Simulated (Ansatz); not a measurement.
The start is a relaxed P cell displaced along its unstable phonon at q = (½, ½, ½) of its primitive reciprocal cell (248i cm⁻¹), largest move 0.15 Å. A full variable-cell relaxation at zero pressure is run with r2SCAN (plane waves to 500 eV, PAW, scalar-relativistic; Ansatz, a quantum-chemistry and plane-wave program). First-step values are on the input's coarse k-mesh.

Ansatz input (later rounds restart from its end on a renewed k-mesh):
Ansatz 0.2 input:
```yaml
crystal:
  lattice:
    - [4.8726976914, 0, 0]
    - [2.4363488457, 2.4363488457, 0]
    - [2.4363488457, 0, 2.4363488457]
  atoms:
    - { symbol: P, position: [-0.030783769, 0, 0.0615675379] }
    - { symbol: P, position: [0.530783769, 0, -0.0615675379] }
basis: { ecutwfc: 500, ecutrho_ratio: 4, xc_grid: 4, fft_grid_basis: typed }
kpoints: { mp_grid: { grid: [13, 13, 13] } }
hamiltonian:
  xc: r2scan
  dispersion: none
  pseudopotentials: { kind: paw }
scf: { occupations: { method: fermi_dirac, width: 0.05 } }
relax: { f_tol: 0.01, max_steps: 100, cell: { stress_tol: 0.02 } }
output: { forces: true, stress: true }
```

- Largest initial force: 1.14 eV/Å, on P1, P2 (atoms numbered as listed)
- Energy released: 0.03 eV/atom
- Relative to the parent: It does not go back: it reaches I4/mmm (No. 139), 0.03 eV/atom below the parent
- Shortest distances (start → end): The closest pairs of elements (up to four, under 3.6 Å), start → end: P–P 2.14 → 2.25 Å
- Band gap at the end: no gap (metallic)
- Optimiser moves: 8

It ends as:

Space group I4/mmm (No. 139); a = b = 3.481 Å, c = 4.948 Å, α = β = γ = 90.00°

```tsv
atom	site	symmetry	x	y	z
P	4e	4mm	0.0000	0.0000	0.2276
```
(The calculation used a cell of 2 atoms; values per cell refer to that cell.)

Final values are on a 19×19×19 k-mesh of the relaxed cell. No spin polarisation in the result.

The run could not lose the symmetry of its start: the end is stationary, and may be a saddle point rather than a minimum.

Of the parent cell (Pm-3m (No. 221)): The relaxed structure has the type that P is known to take under pressure; here it was relaxed at zero pressure, from a generated start.

The relaxed structure here is a generated cell of P: the first start was made by placing the elements on the sites of a structure type, and the end was not matched to a known phase here, so it may be hypothetical. Known forms of P include space group No. 64.
